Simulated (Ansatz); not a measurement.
Cs-133 fingerprints of the forms of CsSnI3

Computed with Ansatz: DFT, r2SCAN, plane waves and PAW, scalar-relativistic, 500 eV cutoff. Q(Cs-133) = -3.430 mb, I = 7/2. The cells come from the Materials Project (computed, not necessarily observed phases), with the atoms as given. Spin–orbit coupling is left out, which moves gradients at and beside heavy atoms (Cs) by some per cent and at some sites by far more.

Task: A calculated Cs-133 parameter set reads: no gradient. Which structure does it belong to?
A. Pm-3m, 5 atoms in the cell run; Cs site: 12 I at 4.45 Å
B. Pnma, 20 atoms in the cell run; Cs site: 12 I at 4.00–4.88 Å

Result: A. CsSnI3 in Pm-3m gives no gradient; there Cs has 12 I at 4.45 Å. CsSnI3 in Pnma gives |C_Q| = 0.281 MHz, η = 0.19; there Cs has 12 I at 4.00–4.88 Å.

In CsSnI3 (Pnma) small gradients can still move by 0.1 × 10²¹ V/m² or more with the k-mesh.

The crystals are a selection from a larger pool of database entries, not a random sample of it.
